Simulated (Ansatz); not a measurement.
Relaxed NaF (rock salt):

```
CELL_PARAMETERS angstrom
      0.00000     4.59450     4.59450
      2.29725     2.29725     4.59450
      2.29725     2.29725     0.00000
ATOMIC_POSITIONS crystal
  F  0.00000 0.00000 0.00000
  F  0.50000 0.00000 0.00000
  Na 0.00000 0.50000 0.50000
  Na 0.50000 0.50000 0.50000
```

The atoms are displaced by Q × the pattern below (from a DFPT mode at X = (0.5, 0.5, 0.0), largest move 1; Q in Å), at fixed cell. It is one choice among 2 degenerate patterns. (q is in reciprocal vectors of the primitive cell; the cell shown is doubled to hold the pattern.)

```tsv
atom	x	y	z
F1	0.000	-1.000	0.000
F2	0.000	1.000	0.000
Na3	0.000	-0.752	0.000
Na4	0.000	0.752	0.000
```

The numbers are results of r2SCAN (plane waves to 500 eV, PAW, scalar-relativistic; Ansatz, an electronic-structure program), not measurements. k mesh 12×12×12 (Γ-centred), Fermi-Dirac smearing 0.05 eV. E stands for the smeared free energy. Compression counts positive. NaF was relaxed with its symmetry unable to fall. The zero of ΔE is the undisplaced structure.

| Q (Å) | ΔE (meV/cell) | P (GPa) | −dE/dQ from forces (eV/Å) |
|---|---|---|---|
| -0.280 | 1223 | 12.9 | 13.045 |
| -0.233 | (withheld) | 8.2 | (withheld) |
| -0.187 | 407 | 4.8 | (withheld) |
| -0.140 | 205 | 2.6 | 3.353 |
| -0.093 | 84 | 1.1 | 1.915 |
| -0.047 | (withheld) | 0.3 | 0.866 |
| 0.000 | 0 | 0.0 | 0.000 |
| 0.047 | (withheld) | 0.3 | -0.866 |
| 0.093 | 84 | 1.1 | -1.915 |
| 0.140 | 205 | 2.6 | -3.353 |
| 0.187 | 407 | 4.8 | (withheld) |
| 0.233 | (withheld) | 8.2 | (withheld) |
| 0.280 | 1223 | 12.9 | -13.045 |

Task: Some entries are withheld; supply them.

Result: 
- -0.233, ΔE (meV/cell): 727
- -0.233, −dE/dQ from forces (eV/Å): 8.504
- -0.187, −dE/dQ from forces (eV/Å): 5.435
- -0.047, ΔE (meV/cell): 20
- 0.047, ΔE (meV/cell): 20
- 0.187, −dE/dQ from forces (eV/Å): -5.435
- 0.233, ΔE (meV/cell): 727
- 0.233, −dE/dQ from forces (eV/Å): -8.504

(For displaced atoms, the force is minus the slope of the energy, and its curvature is a force constant, which sets phonon frequencies.)
